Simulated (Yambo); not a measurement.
Yambo run on K₂TiF₆ (space group P-3m1, No. 164). The wavefunctions are PBEsol (pw.x of Quantum ESPRESSO, ONCV potentials, no spin-orbit coupling) ones on a 3×3×2 mesh (36 occupied bands); a = b = 5.6851 Å, c = 4.5902 Å, α = β = 90.00°, γ = 120.00°.

Yambo input:

```
rim_cut
gw0
dyson
el_el_corr
HF_and_locXC
ppa
em1d
RandQpts= 1000000
RandGvec= 1 Ry
EXXRLvcs= 84 Ry
VXCRLvcs= 336 Ry
Chimod= "HARTREE"
% BndsRnXp
 2 | 198 |
%
NGsBlkXp= 6 Ry
% LongDrXp
 1.0 | 1.0 | 1.0 |
%
PPAPntXp= 27.2114 eV
% GbndRnge
 1 | 198 |
%
GTermKind= "BG"
DysSolver= "n"
ExtendOut
% QPkrange
 1 | 1 | 36 | 37 |
%
```

k points by index: 1 = Γ.

Table of the .qp output:

```
#    K-point    Band    Eo [eV]    E [eV]    E-Eo [eV]    Vxc [eV]    Vnlxc [eV]    Sc|Eo [eV]    Sc|E [eV]    dSc/dw|Eo [eV]    Re(Z)    Im(Z)
#
    1    36    0.000000    -2.004442    -2.004442    -22.76595    -30.49042    5.219191    5.720035    -6.798699    0.800096    -0.001247
    1    37    4.980171    7.577777    2.597605    -21.24885    -12.97687    -5.005859    -5.674372    -7.002618    0.795327    -0.001313
```
(The two width columns are left out.) Convergence of these settings isn't established.

Geometry of the Materials Project entry, not relaxed at this level.
